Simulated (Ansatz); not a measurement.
A plane-wave DFT run in Ansatz 0.2.0 (scalar-relativistic PAW potentials unless the input names others): input and command.

```yaml
crystal:
  lattice:
    - [3.9364011229, 0.0, 0.0]
    - [-1.9682005614, 3.4090233719, 0.0]
    - [0.0, 0.0, 12.9005934582]
  atoms:
    - { symbol: Ca, position: [0.0, 0.0, 0.0] }
    - { symbol: Ca, position: [0.3333333333, 0.6666666667, 0.25] }
    - { symbol: Ca, position: [0.0, 0.0, 0.5] }
    - { symbol: Ca, position: [0.6666666667, 0.3333333333, 0.75] }
basis:
  ecutwfc: 500
kpoints:
  mp_grid: { grid: [12, 12, 4] }
hamiltonian:
  xc: r2scan
scf:
  occupations: { method: tetrahedron }
output:
  forces: true
  eigenvalues: true
  stress: true
```

```bash
ansatz run input.yaml --threads 1 --pin off --max-ram 2560MiB --backend cpu --events-out ev --progress --plain --runs-dir out
```

Abridged log:
```
Warning: output.forces, output.stress, relax.cell or npt_langevin: where a Kohn–Sham band that disperses or a degenerate level is filled in part under the method tetrahedron, the forces or the stress that this run publishes need not agree with its energy (scf.occupations.method in the input reference, under Limitations); prefer a smearing scheme for the forces or the stress
Basis set: ecut = 500 eV, 4373 PW (Γ), exchange–correlation on 120×120×384 points (64 copies of the dense FFT grid, shifted against one another)
Bands: 24, of which v1, the nominal top of the filled ones, is band 20 counted from 1 (19 counted from 0)
Symmetry: 24 space group operations
k-points: 57 of 576
SCF iter   1: F=—  HF=-7286.605132 eV  |F-HF|=—  |Δ(HF+E_count)|=         —  Δρ=4.59e-3  dr2=4.28e-2  dr2_τ=4.34e-3  ethr=1.77e-3  ⟨swp⟩=7.4  Hψ=6676  notcnv=0
SCF iter   2: F=—  HF=-7286.671918 eV  |F-HF|=—  |Δ(HF+E_count)|=   6.68e-2  Δρ=2.50e-3  dr2=1.62e-2  dr2_τ=2.58e-4  ethr=1.07e-4  ⟨swp⟩=2.8  Hψ=2980  notcnv=0
SCF iter   3: F=—  HF=-7286.669735 eV  |F-HF|=—  |Δ(HF+E_count)|=   2.18e-3  Δρ=6.73e-4  dr2=1.71e-3  dr2_τ=6.32e-5  ethr=4.05e-5  ⟨swp⟩=3.0  Hψ=2618  notcnv=0
SCF iter   4: F=—  HF=-7286.669683 eV  |F-HF|=—  |Δ(HF+E_count)|=   5.21e-5  Δρ=1.27e-4  dr2=1.54e-5  dr2_τ=4.05e-6  ethr=4.27e-6  ⟨swp⟩=3.0  Hψ=2718  notcnv=0
SCF iter   5: F=—  HF=-7286.669496 eV  |F-HF|=—  |Δ(HF+E_count)|=   1.87e-4  Δρ=2.10e-5  dr2=1.06e-6  dr2_τ=1.10e-7  ethr=3.84e-8  ⟨swp⟩=2.8  Hψ=2805  notcnv=0
SCF iter   6: F=-7286.669499 eV  HF=-7286.669499 eV  |F-HF|=6.11e-9  |Δ(HF+E_count)|=   2.72e-6  Δρ=5.75e-6  dr2=6.31e-8  dr2_τ=7.19e-9  ethr=2.50e-10  ⟨swp⟩=5.0  Hψ=5300  notcnv=0
SCF 1 converged in 6 iterations: F = -7286.669499 eV  dr2 = 6.31e-8
SCF converged after 6 iterations
Stability not checked: this state was not tested for a lower state beside it, because cold or Methfessel-Paxton smearing, or corrected tetrahedra, fill the levels in a way that the test cannot read (fill_not_monotonic; see scf.lower_state_search)
Free energy (F): -7286.669499 eV
Harris-Foulkes:  -7286.669499 eV  (|F-HF|=6.11e-9)
Internal energy: -7286.669384 eV  (E = F + TS)
E sigma→0 (E₀):  -7286.669499 eV
Entropy (-TS):   -0.000115 eV (-0.029 meV/atom)
Fermi energy:    4.842975 eV
--- Forces (eV/Å), atoms counted from 1 ---
  atom   1  Ca     0.00000000     0.00000000     0.00000000
  atom   2  Ca     0.00000000     0.00000000     0.00000000
  atom   3  Ca     0.00000000     0.00000000     0.00000000
  atom   4  Ca     0.00000000     0.00000000     0.00000000
--- Stress (GPa, compression-positive) ---
       -0.060932       0.000000       0.000000
        0.000000      -0.060932       0.000000
        0.000000       0.000000       0.029169
  P = ⅓ Tr σ = -0.0309 GPa (-0.309 kbar)
```

Apart from outputs and empty bands, the input differs from a reference run on usual settings in scf.occupations.width: 0.1 → not typed; scf.occupations.method: "gaussian" → "tetrahedron". The reference, at the same geometry, gave pressure 0.00 GPa, largest force 0.000 eV/Å, no gap on the mesh. This run converged in 6 SCF iterations with an energy at zero smearing 0.15 meV/atom above the reference's, pressure -0.03 GPa, largest force 0.000 eV/Å, no gap on the mesh.

It took 23 s on 1 thread of Arm Neoverse V1, with other jobs on the host, peak memory 0.82 GiB.